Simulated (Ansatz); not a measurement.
**Structures of YSi₂Ir₂: which is lowest?**

Plane-wave DFT in Ansatz with scalar-relativistic PAW potentials, cutoff 420 eV, Γ-centred meshes chosen by cell and gap, Gaussian smearing with energies taken to zero width. Every cell was relaxed (cell and atoms) in a run of its own, within the symmetry of its start. Functional: PBEsol.

Relaxed structures (starts from databases or built by putting these elements on another compound's sites):
A. P4/nmm, 10 atoms in the computed cell, a = 4.091 Å, c = 9.771 Å; sites (symmetry × multiplicity) Y 4mm × 2, Si -4m2 × 2 + 4mm × 2, Ir -4m2 × 2 + 4mm × 2; start: database
B. I4/mmm, 5 atoms in the computed cell, a = 4.038 Å, c = 9.903 Å; sites (symmetry × multiplicity) Y 4/mmm × 2, Si 4mm × 4, Ir -4m2 × 4; start: database
C. P-3m1, 5 atoms in the computed cell, a = 3.960 Å, c = 6.574 Å; sites (symmetry × multiplicity) Y -3m. × 1, Si 3m. × 2, Ir 3m. × 2; start: built

Problem. Rank them by energy. Could pressure change the order?

Solution.
| structure | group | E − E(lowest) (meV/atom) | V (Å³/atom) | gap on mesh (eV) |
| --- | --- | --- | --- | --- |
| B | I4/mmm | 0.0 | 16.15 | 0.00 |
| A | P4/nmm | 30 | 16.35 | 0.00 |
| C | P-3m1 | 298 | 17.86 | 0.00 |

B is lowest, 30 meV/atom under A. The lowest is also the densest of these, so pressure wouldn't bring one of the others in at first order. Other structures may lie lower than all of these, and vibrations aren't counted.

Spin-orbit coupling is left out, which matters for the bands of heavy elements.